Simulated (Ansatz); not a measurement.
A geometry of BaTiO3 away from equilibrium: step 4 of the relaxation of a relaxed BaTiO3 cell, doubled along one cell vector, shaken by Gaussian noise of σ = 0.08 Å a coordinate. Computed with r2SCAN (plane waves to 500 eV, PAW, scalar-relativistic; Ansatz, a quantum-chemistry and plane-wave program). Γ-centred k-mesh 6×6×3 on the run's cell (coarser than for final values), Fermi–Dirac smearing 0.05 eV.

```xyz
10
Lattice="2.8315 1.6360 2.3175 -2.8466 1.6421 2.3317 -0.0045 -6.5556 4.6487" Properties=species:S:1:pos:R:3:forces:R:3 pbc="T T T" free_energy=-20367.886 pressure_GPa=-2.1
Ba    -0.0041     0.0235     3.3092    0.0096   -0.0925    0.0920
Ba    -0.0085    -3.2638     5.6387    0.0112    0.1391   -0.0642
Ti    -0.0010     0.0251     6.7554    0.0671   -0.0956   -0.2957
Ti    -0.0156    -3.2582     9.0736    0.0206    0.0587   -0.4423
O     -1.4354    -0.7884     5.6957    0.0617    0.0073    0.0288
O     -1.4000    -4.0675     8.0182    0.0121    0.0718    0.1714
O     -0.0313     1.6353     5.6965    0.0822    0.1029   -0.0068
O     -0.0297    -1.6281     8.0084    0.0576   -0.3174    0.3024
O      1.3811    -0.7941     5.6937   -0.1552    0.1411    0.1460
O      1.4067    -4.0546     8.0279   -0.1667   -0.0153    0.0678
```

Positions in Å, forces in eV/Å, free energy of the cell in eV (comparable only within this code, potentials and settings). Largest force: 0.45 eV/Å, on Ti4, O8 (atoms numbered as listed); the geometry lies 0.01 eV/atom above the end of its relaxation.

No spin polarisation in the result.

The first start was generated by placing the elements on the sites of a structure type. A measured structure of BaTiO3 has the same space group, R3m (No. 160); the sites were not compared with it. Another known form has space group No. 99.
